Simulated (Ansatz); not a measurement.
Total density of states per atom from DFT-r²SCAN in the program Ansatz with PAW potentials, in 0.25 eV bins, energy from the valence-band maximum:

```
E (eV)  states/eV/atom
------  --------------
-7.85             0.05
-7.60             0.00
-7.35             0.00
-7.10             0.00
-6.85             0.00
-6.60             0.00
-6.35             0.00
-6.10             0.00
-5.85             0.00
-5.60             0.16
-5.35             0.50
-5.10             0.39
-4.85             0.42
-4.60             0.56
-4.35             0.75
-4.10             0.77
-3.85             0.67
-3.60             0.86
-3.35             0.81
-3.10             0.78
-2.85             0.72
-2.60             0.71
-2.35             0.51
-2.10             0.47
-1.85             0.62
-1.60             0.66
-1.35             0.76
-1.10             0.85
-0.85             0.87
-0.60             0.85
-0.35             0.53
-0.10             0.19
0.15              0.00
0.40              0.00
0.65              0.05
0.90              0.19
1.15              0.56
1.40              0.73
1.65              0.83
1.90              0.72
2.15              0.79
2.40              0.78
2.65              0.80
2.90              0.87
3.15              0.79
3.40              0.73
3.65              0.59
3.90              0.49
4.15              0.38
4.40              0.30
4.65              0.28
4.90              0.32
5.15              0.35
5.40              0.31
```

Question: Pick the material that matches.
A) Te3As2, C2/m (Pearson symbol mS20)
B) CoGe, C2/m (Pearson symbol mS16)
C) Zr3Ga2, P4/mbm (Zr on 2a, Zr on 4h, Ga on 4g)
D) YTe3, Cmcm (Y on 4c, Te on 4c, Te on 4c, Te on 4c)

Answer: A, Te3As2, C2/m (Pearson symbol mS20). Top 1 eV of the valence band: Te 5p 85 %, As 4s 7 %, As 4p 5 %. Bottom 1 eV of the conduction band: As 4p 46 %, Te 5p 43 %. Projections are on Löwdin-orthogonalised atomic valence shells; empty p or d shells of many metals are not among them.

The workflow started from a Materials Project entry (that database holds measured and hypothetical structures alike); the Crystallography Open Database files this formula in space group No. 12, but the cells were not matched. Its standing as an ambient phase is unchecked. The r²SCAN relaxation kept the symmetry of its start; its stability against distortions is not shown here. A crystal of weakly bound chains computed without a dispersion correction: the cell and the soft elastic constants depend strongly on that. Scalar-relativistic: spin–orbit coupling is off unless named, which matters more the heavier the elements.

Potentials: the earlier of the program's two PAW sets.
